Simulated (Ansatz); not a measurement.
ZnO:
```cif
data_O2Zn2
_chemical_formula_sum 'Zn2 O2'
_space_group_name_H-M_alt 'P 1'
_space_group_IT_number 1
_cell_length_a 3.18669
_cell_length_b 3.18669
_cell_length_c 5.15258
_cell_angle_alpha 90.000
_cell_angle_beta 90.000
_cell_angle_gamma 120.000
loop_
_space_group_symop_operation_xyz
  'x, y, z'
loop_
_atom_site_label
_atom_site_type_symbol
_atom_site_fract_x
_atom_site_fract_y
_atom_site_fract_z
_atom_site_occupancy
Zn1 Zn 0.66667 0.33333 0.00179 1
Zn2 Zn 0.33333 0.66667 0.50179 1
O1 O 0.66667 0.33333 0.62341 1
O2 O 0.33333 0.66667 0.12341 1
```

This is the LDA-relaxed structure.

Q: All from plane-wave PAW LDA (Ansatz code), unless another level is named. Give the vibrational entropy at 300 K.

A: 22.0 J/(K·mol of atoms).

Q: What about the highest zone-centre frequency (without LO–TO term)?

A: 16.59 THz.

Q: And the Poisson's ratio?

A: 0.38.

Space group P6_3mc (wurtzite). The cell was relaxed with LDA under the symmetry of its start; phonons on a q-mesh show no instability.

Potentials: the later of the program's two PAW sets.
